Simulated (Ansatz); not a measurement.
Relaxed-ion elastic tensor of Ge3N4 in space group P6_3/m (No. 176; Ge on 6h, N on 6h, N on 2c) in GPa (Voigt order), the program Ansatz at the PBEsol level (PAW); density 5.25 g/cm³, 12.39 Å³ per atom.

```tsv
	1	2	3	4	5	6
1	295	155	94.1	0.0	0.0	0.0
2	155	295	94.1	0.0	0.0	0.0
3	94.1	94.1	407	0.0	0.0	0.0
4	0.0	0.0	0.0	65.3	0.0	0.0
5	0.0	0.0	0.0	0.0	65.3	0.0
6	0.0	0.0	0.0	0.0	0.0	70.0
```

Is the crystal mechanically stable?

Yes: the smallest eigenvalue of C is 65.3 GPa.

Work out the Voigt, Reuss and Hill averages.

K_V = 187, K_R = 187, K_H = 187; G_V = 83.7, G_R = 75.8, G_H = 79.8 GPa.

Give Young's modulus, Poisson's ratio, Pugh's ratio and the universal anisotropy index.

E = 9KG/(3K + G) = 209 GPa; ν = 0.31; K/G = 2.34 (ductile by the Pugh limit of 1.75); A_U = 5G_V/G_R + K_V/K_R − 6 = 0.53.

Estimate the sound speeds and the Debye temperature.

v_l = √((K + 4G/3)/ρ) = 7480 m/s, v_t = √(G/ρ) = 3900 m/s, mean 4360 m/s; Θ = (h/k)(3n/4πV)^(1/3) v_m = 561 K.

How much does each axis shrink under pressure?

Linear compressibilities β_i = Σ_j S_ij (j = 1 to 3): x 1.9, y 1.9, z 1.6 per TPa.

The cell was relaxed with PBEsol under the symmetry of its start.

Potentials: the later of the program's two PAW sets.
